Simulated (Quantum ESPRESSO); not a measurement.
# Moving one atom in Ga2AlInAs4

The results below are calculated, not measured. They come from pw.x of Quantum ESPRESSO 7.5, a plane-wave density functional program, with PseudoDojo standard norm-conserving files (v0.5 for PBE, v0.4.1 for LDA and PBEsol). The cells are made up: elements, strain and atom displacements were drawn at random, and nothing was relaxed. There is no spin polarisation, spin-orbit coupling or dispersion term.

The cell has 8 sites of a zincblende or diamond lattice. Sites 1 to 4 hold Ga Al In Ga; sites 5 to 8 hold As As As As. Cell vectors in Å: (6.008, 0.096, -0.002); (0.096, 5.894, -0.035); (-0.002, -0.035, 6.006). Settings: PBE, cutoff 1143 eV, 6 x 6 x 6 k mesh shifted by half a step, Fermi-Dirac smearing of 0.1 eV.

Each run shifts the In atom on site 3 along z and leaves all else fixed. Site 8 is one of its nearest neighbours. E is the free energy of the cell above the lowest run shown.

| run | shift (Å) | Fz on site 3 (eV/Å) | Fz on site 8 (eV/Å) | P (GPa) | E (meV) |
| --- | --- | --- | --- | --- | --- |
| 1 | -0.1883 | 3.185 | -3.456 | 0.10 | 378.0 |
| 2 | -0.1381 | 2.488 | -3.043 | -0.19 | 235.7 |
| 4 | 0.0081 | 0.581 | -1.980 | -0.73 | 13.8 |
| 5 | 0.0506 | 0.069 | -1.712 | -0.81 | 0.0 |
| 6 | 0.0892 | -0.376 | -1.485 | -0.85 | 5.9 |
| 7 | 0.1857 | -1.403 | -0.986 | -0.83 | 92.7 |
| 3 | -0.0162 | ? | ? | ? | ? |

A rerun of one of these cells at 1437 eV and k mesh 8 x 8 x 8 moved values by no more than 0.004 eV in the cell's energy, 0.02 GPa in stress and 0.002 eV/Å in force.

## Worked fit

A parabola through the six runs shown gives Fz on site 3 = 0.678 - 12.27 u + 5.7 u² eV/Å, with u in Å and a scatter of 0.007 eV/Å. Minus the slope, 12.27 ± 0.12 eV/Å², is this atom's force constant along z at u = 0, with its periodic images moving too. The fitted force vanishes at u = 0.057 Å, where the energy should be lowest along this line. The error is the larger of the fit's own and the change that a cubic makes, rounded up.

## Withheld run

Question: what Fz on site 3 should run 3 give?

The fit gives 0.878 eV/Å. The calculation gave 0.883 eV/Å.

```
run  shift (Å)  Fz on site 3 (eV/Å)  Fz on site 8 (eV/Å)  P (GPa)  E (meV)
  3    -0.0162                0.883               -2.142    -0.67     31.6
```